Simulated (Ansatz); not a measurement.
Computed with Ansatz 0.2.0, DFT PBE, scalar-relativistic, plane waves, PAW. Settings: cutoff 420 eV, Γ-centred meshes spaced at most about 0.3 Å⁻¹, and about 0.25 Å⁻¹ or finer for metals (2π included), Gaussian smearing. Collinear spin in cells that started with moments and kept them past the coarse steps, no spin elsewhere.

Temperature and zero-point effects are left out.

Two relaxed structures of Sc2AlAs3:

A. (site moments Sc 0.5 (×2) μB)

```yaml
crystal:
  lattice:
    - [5.06238, 0.00000, 0.00000]
    - [-2.53119, 4.38415, 0.00000]
    - [0.00000, 0.00000, 5.49207]
  atoms:
    - { symbol: Sc, position: [0.33333, 0.66667, 0.00000] }
    - { symbol: Sc, position: [0.66667, 0.33333, 0.00000] }
    - { symbol: Al, position: [0.00000, 0.00000, 0.50000] }
    - { symbol: As, position: [0.33333, 0.66667, 0.50000] }
    - { symbol: As, position: [0.66667, 0.33333, 0.50000] }
    - { symbol: As, position: [0.00000, 0.00000, 0.00000] }
```

B. (no spin)

```yaml
crystal:
  lattice:
    - [5.99623, 0.00000, 0.00000]
    - [-2.99812, 5.19289, 0.00000]
    - [0.00000, 0.00000, 4.15092]
  atoms:
    - { symbol: Sc, position: [0.33333, 0.66667, 0.00000] }
    - { symbol: Sc, position: [0.66667, 0.33333, 0.00000] }
    - { symbol: Al, position: [0.00000, 0.00000, 0.00000] }
    - { symbol: As, position: [0.50000, 0.00000, 0.50000] }
    - { symbol: As, position: [0.00000, 0.50000, 0.50000] }
    - { symbol: As, position: [0.50000, 0.50000, 0.50000] }
```

Problem. Which would you expect to be lower, and how large is the difference?

Solution. B is lower, by 233 meV/atom. A has space group P6/mmm (No. 191), 20.3 Å³/atom and no gap on its mesh; B has space group P6/mmm (No. 191), 21.5 Å³/atom and no gap. Counting As atoms around Al and Sc (those within 1.25 times the shortest such distance or 1.15 times the sum of covalent radii, 1.27 where that leaves under three; the shortest distance is added where it exceeds 1.18 times the sum of covalent radii), A has Sc 5, Al 8 and B has Sc 6, Al 12 from 3.6 Å. Their magnetic states differ too. The lower one is the more open, so pressure narrows the difference. Both come from invented guesses. A third cell relaxed alike, in P-4m2, lies 257 meV/atom below the lower of the two.

Another magnetic order may lie lower. Cells relaxed within their symmetry can be saddle points.
